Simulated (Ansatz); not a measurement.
TiSi2 in space group Cmcm (No. 63; Ti on 4c, Si on 4c, Si on 4c), plane-wave PAW PBE (Ansatz code), all energies at zero smearing, with the estimated change up to a 700 eV cutoff added, with one set of potentials and settings (totals compare only within such a set). Cell of 6 atoms (2 Ti, 4 Si): -7545.977 eV.

```json
[
 {"element": "Ti", "reference phase": "P6/mmm, 3 atoms in the cell", "E (eV/atom)": "-2499.6763"},
 {"element": "Si", "reference phase": "Fd-3m, 2 atoms in the cell", "E (eV/atom)": "-635.8114"}
]
```

Formation energy per atom, worked out: (-7545.977 − 2×(-2499.6763) − 4×(-635.8114))/6 = -0.563 eV/atom (-54 kJ per mol of atoms), at 0 K, without zero-point energy or fitted corrections.

The cell was relaxed with PBE under the symmetry of its start. No spin polarisation was allowed. The references are the lowest solids computed at this level, not always the standard phases.

Potentials: the earlier of the program's two PAW sets.
